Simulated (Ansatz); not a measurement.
Eigenvalues along a path: NbTe (CsCl type)

```xyz
2
Lattice="3.3849 0.0000 0.0000 0.0000 3.3849 0.0000 0.0000 0.0000 3.3849" Properties=species:S:1:pos:R:3 pbc="T T T"
Nb    0.0000    0.0000    0.0000
Te    1.6924    1.6924    1.6924
```

The cell comes from a relaxation on PAW files under the same functional, begun from a prototype that needn't be the stable phase.

Computed with Ansatz 0.2.0; functional PBEsol, scalar-relativistic. Settings: a Γ-centred 12×12×12 k mesh, Fermi–Dirac smearing of 0.1 eV, no spin polarisation. Methods: LAPW: all electrons, basis error target 1 meV/atom.

Spin–orbit coupling is left out, which matters for the heavy atoms.

Path points, in fractions of the reciprocal vectors: Γ (0.000, 0.000, 0.000), X (0.000, 0.500, 0.000), M (0.500, 0.500, 0.000), R (0.500, 0.500, 0.500). The distance column jumps between branches of the path. Levels in eV from the Fermi level; bands 22 to 30, counted from the lowest band of the run. The gap is zero, the pressure 0.01 GPa.

```
# k(1/Å) point b22 b23 b24 b25 b26 b27 b28 b29 b30
0.000 Γ -14.64 -2.81 -2.81 -1.17 -1.17 -1.17 1.11 1.11 1.11
0.133 - -14.57 -3.13 -2.77 -1.33 -1.33 -1.12 1.11 1.31 1.31
0.265 - -14.38 -3.98 -2.68 -1.67 -1.67 -0.84 1.13 1.80 1.80
0.398 - -14.08 -5.06 -2.54 -2.06 -2.06 -0.32 1.16 2.45 2.45
0.530 - -13.69 -6.15 -2.40 -2.40 -2.37 0.41 1.20 3.18 3.18
0.663 - -13.27 -7.10 -2.67 -2.67 -2.20 1.23 1.26 3.96 3.96
0.796 - -12.92 -7.79 -2.84 -2.84 -2.07 1.25 2.05 4.66 4.70
0.928 X -12.78 -8.04 -2.90 -2.90 -2.02 1.26 2.42 4.52 5.07
1.061 - -12.75 -7.96 -3.07 -2.83 -1.97 1.14 2.41 4.17 4.87
1.193 - -12.69 -7.73 -3.52 -2.64 -1.86 0.85 2.36 3.37 4.39
1.326 - -12.58 -7.35 -4.11 -2.33 -1.77 0.48 2.28 2.66 3.66
1.458 - -12.46 -6.87 -4.71 -1.90 -1.84 0.12 2.09 2.24 2.83
1.591 - -12.34 -6.34 -5.21 -2.13 -1.36 -0.16 1.68 1.96 2.36
1.724 - -12.25 -5.87 -5.55 -2.52 -0.78 -0.34 1.16 1.43 2.56
1.856 M -12.21 -5.67 -5.67 -2.72 -0.40 -0.40 0.70 1.35 2.65
2.044 - -12.29 -5.89 -5.59 -2.36 -0.97 -0.34 1.48 1.49 2.46
2.231 - -12.55 -6.09 -5.35 -1.80 -1.62 -0.16 1.69 2.00 2.65
2.419 - -13.03 -5.81 -4.97 -2.00 -1.55 0.11 1.41 1.62 3.47
2.606 - -13.61 -5.03 -4.45 -2.07 -1.66 0.44 0.73 1.54 3.36
2.794 - -14.14 -3.91 -3.83 -1.86 -1.85 -0.02 0.77 1.51 2.52
2.981 - -14.51 -3.18 -2.99 -1.67 -1.44 -0.76 1.01 1.36 1.57
3.169 Γ -14.64 -2.81 -2.81 -1.17 -1.17 -1.17 1.11 1.11 1.11
3.398 - -14.45 -3.16 -3.16 -2.21 -0.95 -0.95 1.25 1.25 1.64
3.628 - -13.92 -3.82 -3.82 -3.51 -0.81 -0.81 1.83 1.83 1.95
3.858 - -13.19 -4.56 -4.56 -4.17 -0.79 -0.79 1.67 2.63 2.63
4.087 - -12.40 -5.34 -5.34 -4.21 -0.49 -0.49 0.42 3.30 3.30
4.317 - -11.59 -6.03 -6.03 -4.61 -0.20 0.19 0.19 3.67 3.67
4.547 - -10.77 -6.50 -6.50 -5.91 0.97 1.20 1.20 3.51 3.51
4.776 R -10.31 -6.67 -6.67 -6.67 2.13 2.13 2.13 2.77 2.77
4.964 - -10.64 -6.59 -6.54 -6.12 1.16 1.28 1.74 2.96 3.73
5.151 - -11.26 -6.45 -6.17 -4.87 -0.09 0.31 0.98 2.94 4.96
5.339 - -11.85 -6.49 -5.58 -3.44 -0.72 -0.52 0.38 2.79 4.81
5.526 - -12.29 -6.89 -4.81 -2.53 -1.17 -0.48 0.58 2.61 4.64
5.714 - -12.57 -7.45 -3.96 -2.55 -1.64 0.29 1.94 2.46 4.51
5.901 - -12.73 -7.89 -3.21 -2.79 -1.92 1.01 2.41 3.69 4.46
6.089 X -12.78 -8.04 -2.90 -2.90 -2.02 1.26 2.42 4.52 5.07
7.402 R -10.31 -6.67 -6.67 -6.67 2.13 2.13 2.13 2.77 2.77
7.534 - -10.48 -6.62 -6.62 -6.36 1.32 1.92 1.92 2.77 3.38
7.667 - -10.88 -6.50 -6.50 -5.57 0.24 1.44 1.44 2.75 3.89
7.799 - -11.31 -6.32 -6.32 -4.49 -0.76 0.90 0.90 2.73 4.14
7.932 - -11.69 -6.10 -6.10 -3.23 -1.59 0.39 0.39 2.70 4.18
8.065 - -11.98 -5.89 -5.89 -2.21 -1.86 -0.03 -0.03 2.67 3.42
8.197 - -12.15 -5.73 -5.73 -2.59 -0.44 -0.30 -0.30 2.37 2.66
8.330 M -12.21 -5.67 -5.67 -2.72 -0.40 -0.40 0.70 1.35 2.65
```
